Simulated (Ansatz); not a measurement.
TiSiRu in space group Ima2 (No. 46; Pearson symbol oI36), the program Ansatz at the PBE level (PAW), all energies at zero smearing, with the estimated change up to a 700 eV cutoff added, with one set of potentials and settings (totals compare only within such a set). Cell of 18 atoms (6 Ti, 6 Si, 6 Ru): -54100.676 eV.

| element | reference phase | E (eV/atom) |
|---|---|---|
| Ti | P6/mmm, 3 atoms in the cell | -2499.6739 |
| Si | Fd-3m, 2 atoms in the cell | -635.8096 |
| Ru | P6_3/mmc, 2 atoms in the cell | -5878.6876 |

Formation energy per atom, worked out: (-54100.676 − 6×(-2499.6739) − 6×(-635.8096) − 6×(-5878.6876))/18 = -0.869 eV/atom (-84 kJ per mol of atoms), at 0 K, without zero-point energy or fitted corrections.

The first step of the workflow began from a Materials Project structure, measured or hypothetical; the Crystallography Open Database files this formula in space group No. 46, but the cells were not matched. Its standing as an ambient phase is unchecked. Symmetry was held in the PBE relaxation; whether a distortion lowers the energy is not shown. No spin polarisation was allowed. The references are the lowest solids computed at this level, not always the standard phases.

Potentials: the later of the program's two PAW sets.
